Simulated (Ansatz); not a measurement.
## Diamond alloy of Si and Ge (8 of 64 Si sites exchanged), 64 atoms

Method: DFT, PBEsol, PAW, plane waves (Ansatz).

Command:

```sh
ansatz run in.yaml --threads 7 --pin off --max-ram 26600MiB --runs-dir r --events-out ev --progress --plain
```

The input less its lattice and atoms:

```yaml
crystal:
  symmetry: { detect: false }
kpoints:
  mp_grid: { grid: [1, 1, 1], shift: [0.25, 0.25, 0.25] }
hamiltonian:
  xc: pbesol
scf:
  occupations: { method: fermi_dirac, width: 0.01 }
relax:
  f_tol: 0.03
  max_steps: 80
  escape_saddle: false
  adjacent_minimum: "off"
  cell: { fix: [shape] }
output:
  forces: true
  eigenvalues: true
  populations: true
```

Start:

```
Si Ge
1.0
    10.92385    0.00000    0.00000
     0.00000   10.92385    0.00000
     0.00000    0.00000   10.92385
Si Ge
56 8
Direct
  0.00043 0.99805 0.99901
  0.00129 0.00088 0.49701
  0.99848 0.49970 0.99910
  0.99812 0.50006 0.50264
  0.49844 0.99916 0.00126
  0.50061 0.00172 0.50013
  0.50201 0.50133 0.99715
  0.50028 0.50141 0.50035
  0.12681 0.12277 0.12224
  0.12676 0.12334 0.62719
  0.12444 0.62516 0.12511
  0.62610 0.12349 0.12714
  0.62140 0.12721 0.62787
  0.62141 0.62262 0.12542
  0.62290 0.62660 0.62229
  0.24761 0.25368 0.00080
  0.24939 0.24967 0.50048
  0.24911 0.74923 0.00031
  0.74982 0.24710 0.99965
  0.75305 0.25151 0.50083
  0.74886 0.74893 0.99802
  0.75397 0.74980 0.50100
  0.37637 0.37275 0.12138
  0.37744 0.37883 0.62465
  0.37478 0.87430 0.12286
  0.87455 0.37634 0.12532
  0.87730 0.37458 0.62276
  0.87697 0.87958 0.12723
  0.87737 0.87474 0.62556
  0.25177 0.99785 0.24985
  0.24901 0.99979 0.74661
  0.75359 0.00256 0.24768
  0.75116 0.99685 0.74629
  0.75050 0.50000 0.25065
  0.74968 0.50116 0.75139
  0.37605 0.12473 0.37750
  0.37821 0.12434 0.87777
  0.37485 0.62231 0.87544
  0.87457 0.12475 0.37565
  0.87762 0.12412 0.87370
  0.87735 0.62576 0.37532
  0.87575 0.62554 0.87456
  0.00003 0.25056 0.25133
  0.99989 0.24834 0.74955
  0.00058 0.75039 0.25033
  0.50149 0.24834 0.24997
  0.49735 0.24873 0.75108
  0.49985 0.74872 0.24801
  0.50100 0.74797 0.75351
  0.12345 0.37156 0.37573
  0.12728 0.37592 0.87617
  0.12564 0.87749 0.37585
  0.62544 0.37221 0.37540
  0.62499 0.37776 0.87340
  0.62946 0.87448 0.37352
  0.62367 0.87406 0.87462
  0.12610 0.62862 0.62692
  0.25026 0.75059 0.49839
  0.37509 0.87255 0.62192
  0.24819 0.50341 0.24933
  0.24999 0.49878 0.75120
  0.37578 0.62359 0.37850
  0.00002 0.75143 0.74897
  0.12347 0.87522 0.87490
```

Steps:

```
 step  energy less the first (eV)  largest force component (eV/Å)  pressure (GPa)
start                       0.000                           1.037            0.04
    1                      -0.738                           0.235            0.06
    2                      -0.775                           0.018            0.00
    3                      -0.775                           0.018            0.00
```

A structure on the way, about -0.74 eV from the start:

```xyz
64
Lattice="10.9180 0.0000 0.0000 0.0000 10.9180 0.0000 0.0000 0.0000 10.9180" Properties=species:S:1:pos:R:3 pbc="T T T"
Si   10.8984    0.0278    0.0238
Si   10.9158    0.0178    5.4439
Si   10.9013    5.4453    0.0015
Si   10.8746    5.4102    5.4281
Si    5.4636    0.0049   10.9144
Si    5.5011    0.0368    5.4286
Si    5.4920    5.4434    0.0012
Si    5.4999    5.4315    5.4812
Si    1.3619    1.3734    1.3716
Si    1.3700    1.3795    6.8299
Si    1.3452    6.8344    1.3521
Si    6.8347    1.3617    1.3675
Si    6.8361    1.3761    6.8272
Si    6.8271    6.8128    1.3642
Si    6.8394    6.8188    6.8288
Si    2.7259    2.7224    0.0103
Si    2.7354    2.7178    5.4448
Si    2.7560    8.1794    0.0261
Si    8.1826    2.7264    0.0053
Si    8.1921    2.7319    5.4585
Si    8.1825    8.1903    0.0139
Si    8.1853    8.1880    5.4462
Si    4.1242    4.0556    1.3314
Si    4.1290    4.0631    6.8130
Si    4.1131    9.5653    1.3640
Si    9.5479    4.0904    1.3686
Si    9.5479    4.0767    6.8191
Si    9.5515    9.5747    1.3731
Si    9.5192    9.5816    6.7982
Si    2.7406    0.0093    2.7145
Si    2.7321    0.0548    8.1916
Si    8.2022    0.0154    2.7132
Si    8.1834    0.0045    8.1865
Si    8.1886    5.4521    2.7201
Si    8.1874    5.4355    8.1911
Si    4.1106    1.3690    4.0851
Si    4.1202    1.3845    9.5672
Si    4.1366    6.8222    9.5877
Si    9.5400    1.3670    4.0948
Si    9.5451    1.3735    9.5617
Si    9.5428    6.8217    4.0868
Si    9.5159    6.8001    9.5787
Si   10.9002    2.7222    2.7314
Si   10.9051    2.7163    8.1923
Si   10.8998    8.1886    2.7222
Si    5.4784    2.7204    2.7236
Si    5.4826    2.7135    8.1925
Si    5.5006    8.2070    2.7018
Si    5.4954    8.1787    8.2174
Si    1.3436    4.0466    4.0924
Si    1.3564    4.0645    9.5825
Si    1.3407    9.5923    4.0581
Si    6.8422    4.0801    4.0828
Si    6.8380    4.0914    9.5532
Si    6.8558    9.5704    4.0763
Si    6.8397    9.5543    9.5633
Ge    1.3330    6.7998    6.8121
Ge    2.7260    8.2217    5.4338
Ge    4.1318    9.5918    6.8371
Ge    2.7149    5.4281    2.6955
Ge    2.7610    5.4230    8.2210
Ge    4.1462    6.8051    4.0893
Ge   10.8608    8.2037    8.1957
Ge    1.3727    9.5830    9.5864
```

End:

```
Si Ge
1.0
    10.91981    0.00000    0.00000
     0.00000   10.91981    0.00000
     0.00000    0.00000   10.91981
Si Ge
56 8
Cartesian
  10.9058 0.0255 0.0274
  10.9143 0.0111 5.4525
  10.9099 5.4498 0.0000
  10.8775 5.4107 5.4205
  5.4671 0.0022 10.9164
  5.4953 0.0274 5.4368
  5.4821 5.4535 0.0022
  5.5008 5.4321 5.4796
  1.3695 1.3731 1.3746
  1.3652 1.3721 6.8239
  1.3432 6.8385 1.3430
  6.8341 1.3652 1.3646
  6.8378 1.3726 6.8269
  6.8366 6.8273 1.3652
  6.8406 6.8207 6.8352
  2.7305 2.7166 0.0040
  2.7327 2.7187 5.4571
  2.7601 8.1830 0.0279
  8.1907 2.7314 10.9163
  8.1941 2.7231 5.4580
  8.1897 8.1891 0.0088
  8.1834 8.1851 5.4509
  4.1193 4.0690 1.3347
  4.1265 4.0604 6.8112
  4.1105 9.5679 1.3710
  9.5563 4.0926 1.3697
  9.5484 4.0821 6.8274
  9.5527 9.5594 1.3669
  9.5245 9.5797 6.7965
  2.7335 0.0083 2.7215
  2.7448 0.0548 8.1983
  8.1969 0.0011 2.7261
  8.1872 0.0067 8.1867
  8.1888 5.4568 2.7237
  8.1921 5.4474 8.1864
  4.1015 1.3687 4.0873
  4.1104 1.3811 9.5657
  4.1333 6.8399 9.5902
  9.5532 1.3669 4.0931
  9.5537 1.3673 9.5565
  9.5481 6.8225 4.0860
  9.5202 6.7981 9.5812
  10.9114 2.7186 2.7276
  10.9175 2.7248 8.1887
  10.9079 8.1900 2.7203
  5.4677 2.7252 2.7240
  5.4750 2.7204 8.1915
  5.4978 8.2148 2.7070
  5.4967 8.1772 8.2183
  1.3461 4.0562 4.1005
  1.3515 4.0672 9.5801
  1.3369 9.5876 4.0575
  6.8418 4.0864 4.0921
  6.8326 4.0935 9.5504
  6.8427 9.5644 4.0875
  6.8429 9.5608 9.5634
  1.3283 6.7846 6.7990
  2.7156 8.2219 5.4363
  4.1358 9.5903 6.8520
  2.7105 5.4279 2.6994
  2.7633 5.4314 8.2168
  4.1468 6.8190 4.0848
  10.8657 8.1938 8.1978
  1.3913 9.5847 9.5814
```

The calculation finished and met its thresholds.

Time: 93 s of wall time on 7 threads of a Neoverse-V2 processor, on a host shared with other runs; peak host memory 2 GiB.

Question: How much energy did the relaxation gain, and which atom moved most?

Answer: 0.77 eV in 3 steps, from a start with small random displacements; atom 57 (Ge) moved 0.10 Å, the median atom 0.04 Å (drift of the whole cell removed).
